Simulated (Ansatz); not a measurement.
Level: PBE, no spin polarisation; 420 eV; 6×6×9 Γ-centred mesh; fermi-dirac occupations (width 0.1 eV); Ansatz 0.2.0, fixed geometry.

Computed maps in the lattice plane spanned by a (left to right, 6.41 Å, 19 points from zero) and b (bottom to top, 6.41 Å, 19 points from zero), 60° apart, at height 0.500 along c. The fields are smooth PAW ones with compensation charges, not the true ones near nuclei.

Valence density. Digits on a logarithmic scale: 0 up to 0.03 e/Å³, each further digit a factor of 1.6, 9 from 1.3 e/Å³ up:
```
3455432223335899985
4578863234555579985
3589996445777656664
2489999656999965433
1369999756999996422
1236999856999999532
2224678655799999742
2234555543579999753
3345666533357999753
3357999753334566653
4357999975322345555
6557999997422224678
9856999999532123699
9975699999642213699
9996569999654332489
9996445777656664358
7886323455557998545
4554322233358999853
3343211223346999974
```

Task: The cell is YBi2F6. Which atoms lie within 0.2 Å of this plane, and where (fractions of a and b)?

Result: Bi at (0.33, 0.33), Bi at (0.67, 0.67), F at (0.23, 0.77), F at (0.77, 0.00), F at (0.00, 0.23). The whole cell:
```yaml
crystal:
  lattice:
    - [3.20518, 5.55154, 0.00000]
    - [-3.20518, 5.55154, 0.00000]
    - [0.00000, 0.00000, 3.66751]
  atoms:
    - { symbol: Bi, position: [0.33330, 0.33340, 0.50000] }
    - { symbol: Bi, position: [0.66670, 0.66660, 0.50000] }
    - { symbol: Y, position: [0.00000, 0.00000, 0.00000] }
    - { symbol: F, position: [0.23300, 0.76700, 0.50000] }
    - { symbol: F, position: [0.76700, 0.00000, 0.50000] }
    - { symbol: F, position: [0.00000, 0.23300, 0.50000] }
    - { symbol: F, position: [0.66200, 0.33800, 0.00000] }
    - { symbol: F, position: [0.33800, 0.00000, 0.00000] }
    - { symbol: F, position: [0.00000, 0.66200, 0.00000] }
```

Origin: a known structure type with other elements, at an estimated volume, so it need not be a known compound. Caveats: many states at the Fermi level without spin polarisation, so a magnetic state may lie lower.
